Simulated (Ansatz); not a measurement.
ZnO (wurtzite)

```cif
data_O2Zn2
_chemical_formula_sum 'Zn2 O2'
_space_group_name_H-M_alt 'P63mc'
_space_group_IT_number 186
_space_group_name_Hall 'P 6c -2c'
_cell_length_a 3.27991
_cell_length_b 3.27991
_cell_length_c 5.29408
_cell_angle_alpha 90.000
_cell_angle_beta 90.000
_cell_angle_gamma 120.000
loop_
_atom_site_label
_atom_site_type_symbol
_atom_site_symmetry_multiplicity
_atom_site_Wyckoff_symbol
_atom_site_fract_x
_atom_site_fract_y
_atom_site_fract_z
_atom_site_occupancy
Zn1 Zn 2 b 0.66667 0.33333 0.00214 1
O1 O 2 b 0.33333 0.66667 0.12306 1
```

Grid over V/V₀ and (c/a)/(c/a)₀, subscript 0 meaning the relaxed cell; the conventional c axis lies along z; no internal relaxation.

Calculation: PBE (plane waves to 420 eV, PAW, scalar-relativistic; Ansatz, a first-principles code). k mesh 12×12×6 (Γ-centred), Fermi-Dirac smearing 0.05 eV. The energy includes the smearing's −TS. As the atoms are clamped, bonds stretch with the cell, which overstates energies and stresses. The PAW data are Ansatz's earlier set. ZnO was relaxed with its symmetry unable to fall. The zero of ΔE is the relaxed starting cell.

```json
[
 {"ΔE (kJ/mol of atoms)": "(c/a)/(c/a)₀ = 0.880", "V/V₀ = 0.920": "[?]", "V/V₀ = 0.960": "10.75", "V/V₀ = 1.000": "8.90", "V/V₀ = 1.040": "[?]", "V/V₀ = 1.080": "9.83"},
 {"ΔE (kJ/mol of atoms)": "(c/a)/(c/a)₀ = 0.940", "V/V₀ = 0.920": "6.02", "V/V₀ = 0.960": "3.03", "V/V₀ = 1.000": "1.98", "V/V₀ = 1.040": "2.50", "V/V₀ = 1.080": "4.28"},
 {"ΔE (kJ/mol of atoms)": "(c/a)/(c/a)₀ = 1.000", "V/V₀ = 0.920": "3.57", "V/V₀ = 0.960": "0.83", "V/V₀ = 1.000": "0.00", "V/V₀ = 1.040": "0.71", "V/V₀ = 1.080": "2.67"},
 {"ΔE (kJ/mol of atoms)": "(c/a)/(c/a)₀ = 1.060", "V/V₀ = 0.920": "5.62", "V/V₀ = 0.960": "2.65", "V/V₀ = 1.000": "1.61", "V/V₀ = 1.040": "2.14", "V/V₀ = 1.080": "3.93"},
 {"ΔE (kJ/mol of atoms)": "(c/a)/(c/a)₀ = 1.120", "V/V₀ = 0.920": "10.95", "V/V₀ = 0.960": "7.41", "V/V₀ = 1.000": "5.87", "V/V₀ = 1.040": "5.94", "V/V₀ = 1.080": "7.31"}
]
```

**Question.** Complete the blanks.

**Answer.** 
- (c/a)/(c/a)₀ = 0.880, V/V₀ = 0.920: 14.65
- (c/a)/(c/a)₀ = 0.880, V/V₀ = 1.040: 8.70

(A scan under strain: stresses follow from slopes of the energy per volume, elastic moduli from its curvatures.)
